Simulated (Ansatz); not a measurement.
GaP (zinc blende)

```
GaP
1.0
    0.00000     2.75302     2.75302
    2.75302     0.00000     2.75302
    2.75302     2.75302     0.00000
P Ga
1 1
Cartesian
  4.12952   4.12952   4.12952
  0.00000   0.00000   0.00000
```

A phonon eigenvector at Γ is frozen into this cell: atom i moves by Q times the vector below, so Q is the largest atomic displacement, in Å. The cell is held. It is one choice among 3 degenerate patterns.

| atom | x | y | z |
|---|---|---|---|
| P1 | 0.000 | 0.000 | 1.000 |
| Ga2 | 0.000 | 0.000 | -0.444 |

These are PBE (plane waves to 420 eV, PAW, scalar-relativistic; Ansatz, a quantum-chemistry and plane-wave program) values and carry that method's errors. k mesh 10×10×10 (Γ-centred), Fermi-Dirac smearing 0.05 eV. GaP was relaxed with its symmetry unable to fall.

At one point of the scan the forces (eV/Å) are:

```csv
atom,Fx,Fy,Fz
P1,0.000,0.000,-1.200
Ga2,0.000,0.000,1.200
```

Q: Which point is it?
(A) Q = 0.150 Å
(B) Q = 0.120 Å
(C) Q = 0.090 Å
(D) Q = 0.030 Å

A: C, Q = 0.090 Å

(For displaced atoms, the force is minus the slope of the energy, and its curvature is a force constant, which sets phonon frequencies.)
